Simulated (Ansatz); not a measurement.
The start is a relaxed Al cell shaken by Gaussian noise of σ = 0.08 Å a coordinate. The cell and all atomic positions are relaxed at zero pressure with r2SCAN (plane waves to 500 eV, PAW, scalar-relativistic; Ansatz, a first-principles code). The first steps use a 9×9×9 k-mesh.

Initial structure:
```
Al
1.0
    5.07186     0.00000     0.00000
    0.00000     5.07186     0.00000
    0.00000     0.00000     5.07186
Al
8
Cartesian
  1.35200   0.00294   2.62494
  3.67096  -0.01380   2.53914
 -0.11190   2.54889   1.27819
  0.02659   2.56372   3.88583
  2.48776   1.18877  -0.02041
  2.50778   3.83568   0.02784
 -0.05555   0.16292  -0.07520
  2.66645   2.51106   2.50895
```

How large is the pressure on the unrelaxed cell, and of which sign?

+1.9 GPa (positive: the cell is compressed).

Which atoms feel the largest initial force, and how large is it?

2.56 eV/Å, on Al2 (atoms numbered as listed).

How much energy is released per atom?

0.07 eV/atom.

Does it find its way back to the structure it was made from?

The parent structure is recovered, Pm-3n (No. 223).

How do the shortest distances between atoms change?

The closest pairs of elements (up to four, under 3.6 Å), start → end: Al–Al 2.32 → 2.54 Å.

What band gap does the relaxed structure have at this level?

Zero (metallic).

No spin polarisation in the result.

The relaxed structure here is a generated cell of Al: the first start was made by placing the elements on the sites of a structure type, and the end was not matched to a known phase here, so it may be hypothetical. Known forms of Al include space group No. 225.
